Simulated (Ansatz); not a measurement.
# MgVFeP₄O₁₄: ⁵⁷Fe Mössbauer parameters

Cell: a computed structure from the Materials Project (it need not be an observed phase), atoms as given.

```yaml
crystal:
  lattice:
    - [4.99945, 0.00000, 0.00000]
    - [-1.99626, 6.59028, 0.00000]
    - [-0.36800, -0.57869, 8.18317]
  atoms:
    - { symbol: Mg, position: [0.69533, 0.19676, 0.87244] }
    - { symbol: V, position: [0.50205, 0.27471, 0.49052] }
    - { symbol: Fe, position: [0.45846, 0.69385, 0.03615] }
    - { symbol: P, position: [0.86812, 0.46837, 0.18231] }
    - { symbol: P, position: [0.15585, 0.94533, 0.78574] }
    - { symbol: P, position: [0.88968, 0.06577, 0.27487] }
    - { symbol: P, position: [0.12359, 0.52027, 0.68303] }
    - { symbol: O, position: [0.20063, 0.11869, 0.32131] }
    - { symbol: O, position: [0.34809, 0.11899, 0.69826] }
    - { symbol: O, position: [0.69068, 0.48725, 0.02623] }
    - { symbol: O, position: [0.73208, 0.48002, 0.34079] }
    - { symbol: O, position: [0.82023, 0.37796, 0.67668] }
    - { symbol: O, position: [0.71447, 0.08587, 0.41763] }
    - { symbol: O, position: [0.86036, 0.23023, 0.13790] }
    - { symbol: O, position: [0.09523, 0.74477, 0.66423] }
    - { symbol: O, position: [0.34590, 0.92568, 0.93706] }
    - { symbol: O, position: [0.17349, 0.59895, 0.18688] }
    - { symbol: O, position: [0.25138, 0.51307, 0.85449] }
    - { symbol: O, position: [0.29732, 0.47821, 0.54700] }
    - { symbol: O, position: [0.77161, 0.86506, 0.17244] }
    - { symbol: O, position: [0.88066, 0.97703, 0.82729] }
```

Sites (sets of like atoms) are named by element and the number of their first atom in this list.

The numbers come from a DFT calculation in Ansatz (PBE+U (U = 4.0 eV on Fe d, U = 3.1 eV on V d), plane waves and PAW, scalar-relativistic, collinear spin, 420 eV cutoff, Γ-centred 4×3×3 k-points, Fermi–Dirac smearing 0.02 eV). Start moments as typed (μB): -1 on each V, 4 on each Fe, none on the rest.

Isomer shifts (against α-Fe) follow from the electron density at the nucleus, δ = α(ρ − ρ₀), with α = -0.366 mm s⁻¹ a₀³ and ρ₀ = 14904.00 a₀⁻³ from a line fitted to 10 measured compounds at this level of theory (rms miss 0.11 mm/s). ΔE_Q = ½eQV_zz(1 + η²/3)^½ with Q = 0.160 b for the 14.4 keV state. B_c is the Fermi-contact field along the atom's own moment; orbital and dipolar fields are not included.

Problem. Where do the absorption lines lie when the magnetic splitting is averaged out (above the ordering temperature, with the gradients of this state)?

Solution. Fe (1 atom a cell): δ = 0.45, |ΔE_Q| = 1.08 mm/s, a doublet at -0.09 and 0.99 mm/s.

Problem. And the six lines of Fe from the contact field alone, leaving the quadrupole term aside?

Solution. With |B_c| = 31.8 T and nuclear moments 0.090604 and -0.15532 μN the lines lie at -4.68, -2.52, -0.36, 1.26, 3.42, 5.58 mm/s, in the ratio 3:2:1:1:2:3 for a powder. High-spin Fe(III) in oxides shows about 50 T, so a measured sextet would be far wider.

With these PAW files V_zz is typically within 2 to 3 % of all-electron values, but misses above 10 % occur on Fe. The magnetic order is the one that the run reached from its start moments, not necessarily the measured one. Semilocal functionals underestimate the core's spin polarisation, so contact fields of ionic iron come out too small in magnitude.

The run took 13 min of wall time (25 min of CPU time) and 2.5 GiB at its peak, on 2 threads of Arm Neoverse N1 (aarch64; 40 cores open to the job, memory cap 5.0 GiB, no GPU), a shared host with a load of 0.8 a core.
